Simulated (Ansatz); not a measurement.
Starting cell, PbS (rock salt):

```xyz
4
Lattice="0.0000 5.9750 5.9750 2.9875 0.0000 2.9875 2.9875 2.9875 0.0000" Properties=species:S:1:pos:R:3 pbc="T T T"
S      0.0000     0.0000     0.0000
S      2.9875     5.9750     2.9875
Pb     2.9875     2.9875     2.9875
Pb     2.9875     5.9750     5.9750
```

A phonon eigenvector at L = (0.5, 0.0, 0.0) is frozen into this cell: atom i moves by Q times the vector below, so Q is the largest atomic displacement, in Å. The cell is held. (q is in reciprocal vectors of the primitive cell; the cell shown is doubled to hold the pattern.)

```tsv
atom	x	y	z
Pb3	-0.577	0.577	0.577
Pb4	0.577	-0.577	-0.577
```

Atoms not listed stay in place.

Method: r2SCAN (plane waves to 500 eV, PAW, scalar-relativistic; Ansatz, a quantum-chemistry and plane-wave program). k mesh 5×10×10 (Γ-centred), Fermi-Dirac smearing 0.05 eV. The energy includes the smearing's −TS. PbS was relaxed with its symmetry unable to fall. Spin-orbit coupling is left out, though Pb is heavy. The PAW data are Ansatz's earlier set. ΔE is measured from the undisplaced structure.

```
Q (Å)   ΔE (meV/cell)
------  -------------
-0.180       withheld
-0.150          195.2
-0.120          125.1
-0.090           70.5
-0.060           31.4
-0.030            7.8
0.000             0.0
0.030             7.8
0.060            31.4
0.090            70.5
0.120           125.1
0.150           195.2
0.180        withheld
```

Task: Fit an even polynomial form (powers 2, 4) to the given rows and predict ΔE at Q = 0.180.

Result: Least squares on the 11 given rows: ΔE = (8717)·Q² + (-1843)·Q⁴, in meV/cell with Q in Å; root-mean-square residual 0.03 meV/cell. At 0.180 the fit gives 280.5 meV/cell; the calculation gives 280.5 meV/cell, the same to the digits shown. The quadratic term alone would give 282.4 meV/cell.

(For displaced atoms, the force is minus the slope of the energy, and its curvature is a force constant, which sets phonon frequencies.)
